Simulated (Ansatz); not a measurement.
GaN:
```cif
data_Ga4N4
_chemical_formula_sum 'Ga4 N4'
_space_group_name_H-M_alt 'F-43m'
_space_group_IT_number 216
_space_group_name_Hall 'F -4 2 3'
_cell_length_a 4.49814
_cell_length_b 4.49814
_cell_length_c 4.49814
_cell_angle_alpha 90.000
_cell_angle_beta 90.000
_cell_angle_gamma 90.000
loop_
_atom_site_label
_atom_site_type_symbol
_atom_site_symmetry_multiplicity
_atom_site_Wyckoff_symbol
_atom_site_fract_x
_atom_site_fract_y
_atom_site_fract_z
_atom_site_occupancy
Ga1 Ga 4 a 0.00000 0.00000 0.00000 1
N1 N 4 d 0.75000 0.75000 0.75000 1
```
(The calculation used a cell of 2 atoms; values per cell refer to that cell.)

Relaxed with plane-wave PAW r²SCAN (Ansatz code). Indices refer to the conventional cell of F-43m, a = b = c = 4.498 Å, α = β = γ = 90.00°.

### Question
Simulate the powder diffraction pattern (Cu Kα1, λ = 1.54056 Å; lines above 1 %) up to 2θ = 90°.

### Answer
Simulated powder pattern, Cu Kα1, λ = 1.54056 Å (kinematic, ideal powder, no thermal factors, no anomalous dispersion; the 30 strongest lines at most, above 1 %, up to 2θ = 90°):

```csv
2θ (°),d (Å),I/Imax (%),hkl
34.51,2.597,100,(111)
40.06,2.249,33,(200)
57.94,1.590,41,(220)
69.22,1.356,37,(311)
72.77,1.299,7.7,(222)
86.47,1.125,6.1,(400)
```

The r²SCAN relaxation kept the symmetry of its start; phonons on a q-mesh show no instability.

Potentials: the earlier of the program's two PAW sets.
